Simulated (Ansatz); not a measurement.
NaF (rock salt)

Space group Fm-3m (No. 225); a = b = c = 4.5945 Å, α = β = γ = 90.00°

| atom | site | symmetry | x | y | z |
|---|---|---|---|---|---|
| F | 4a | m-3m | 0.0000 | 0.0000 | 0.0000 |
| Na | 4b | m-3m | 0.5000 | 0.5000 | 0.5000 |
(The calculation used a cell of 2 atoms; values per cell refer to that cell.)

The relaxed cell is deformed in two ways at once: its volume V is scaled, and at that volume it is stretched along z (the c axis of the conventional cell) so that c/a changes. Fractional atomic positions are held.

All values below come from r2SCAN (plane waves to 500 eV, PAW, scalar-relativistic; Ansatz, a first-principles code). k mesh 12×12×12 (Γ-centred), Fermi-Dirac smearing 0.05 eV. Stress and pressure are positive under compression. NaF was relaxed with its symmetry unable to fall. 

Question: Estimate the σzz − σxx (GPa) for all points of the grid V/V₀ = 0.920, 0.960, 1.000, 1.040, 1.080 by (c/a)/(c/a)₀ = 0.960, 0.980, 1.000, 1.020, 1.040.

Answer: σzz − σxx (GPa), with V/V₀ across and (c/a)/(c/a)₀ down:

```csv
(c/a)/(c/a)₀ \ V/V₀,0.920,0.960,1.000,1.040,1.080
0.960,6.4,5.2,4.3,3.4,2.8
0.980,3.1,2.5,2.0,1.6,1.3
1.000,0.0,0.0,0.0,0.0,0.0
1.020,-2.8,-2.3,-1.8,-1.5,-1.2
1.040,-5.4,-4.4,-3.5,-2.8,-2.2
```

(Under strain, the slope of the energy per volume gives the stress and its curvature an elastic modulus.)
